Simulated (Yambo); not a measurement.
Yambo run on a free-standing SrHI monolayer (symmetry P4/nmm, slab cell 20.5 Å high). The wavefunctions are PBEsol (Quantum ESPRESSO, PseudoDojo norm-conserving, 72 Ry, with spin-orbit coupling) ones on a 4×4×1 mesh (36 occupied bands); a = b = 4.213 Å, c = 20.500 Å, α = β = γ = 90.00°.

Yambo input:

```
rim_cut
gw0
dyson
el_el_corr
HF_and_locXC
ppa
em1d
rim_w
RandQpts= 1000000
RandGvec= 2 Ry
CUTGeo= "slab z"
EXXRLvcs= 72 Ry
VXCRLvcs= 288 Ry
Chimod= "HARTREE"
% BndsRnXp
 1 | 208 |
%
NGsBlkXp= 3 Ry
% LongDrXp
 1.0 | 1.0 | 0.0 |
%
RandGvecW= 591 mRy
PPAPntXp= 27.2114 eV
% GbndRnge
 1 | 208 |
%
GTermKind= "BG"
DysSolver= "n"
ExtendOut
% QPkrange
 1 | 1 | 36 | 37 |
 2 | 2 | 36 | 36 |
%
```

k points by index: 1 = Γ, 2 = (0, 0.25).

Resulting energies as the program prints them:

```
#    K-point    Band    Eo [eV]    E [eV]    E-Eo [eV]    Vxc [eV]    Vnlxc [eV]    Sc|Eo [eV]    Sc|E [eV]    dSc/dw|Eo [eV]    Re(Z)    Im(Z)
#
    1    36    -0.051075    -1.162606    -1.111532    -10.74358    -13.60890    1.511108    1.753786    -5.940106    0.820815    -0.001851
    1    37    3.654341    4.986348    1.332007    -9.289606    -4.773962    -2.923369    -3.183637    -5.316273    0.836558    -0.001583
    2    36    0.000000    -1.083835    -1.083835    -11.04159    -13.92892    1.564844    1.803488    -5.990597    0.819567    -0.001852
```
(The two width columns are left out.) Convergence of these settings isn't established.

Geometry relaxed with PBEsol.

This is a model layer cut from the bulk structure; whether it is stable on its own was not checked.
